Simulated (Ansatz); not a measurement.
ZrRu (rock salt, Fm-3m) under volume change, DFT-PBE in the program Ansatz with PAW potentials, scaled uniformly.

| V (Å³/atom) | E − E(relaxed) (meV/atom) | P (GPa) |
|---|---|---|
| 17.479 | 80.3 | 16.16 |
| 18.056 | 33.8 | 9.90 |
| 18.632 | 8.0 | 4.56 |
| 19.208 | 0.0 | 0.00 |
| 19.784 | 7.2 | -3.90 |
| 20.361 | 27.4 | -7.24 |
| 20.937 | 58.7 | -10.09 |

### Question
What does a third-order Birch–Murnaghan fit give for V₀, B₀ and B′?

### Answer
V₀ = 19.21 Å³/atom, B₀ = 140 GPa, B′ = 4.2.

The start of the workflow was typed in or built on a structure type; neither database checked (COD, Materials Project) lists it. COD files the formula under space group No. 221, so this cell is another polymorph or a model. Whether it is the stable phase at ambient conditions was not checked. The PBE relaxation kept the symmetry of its start; whether a distortion lowers the energy is not shown. The run is not spin-polarised.

Potentials: the earlier of the program's two PAW sets.
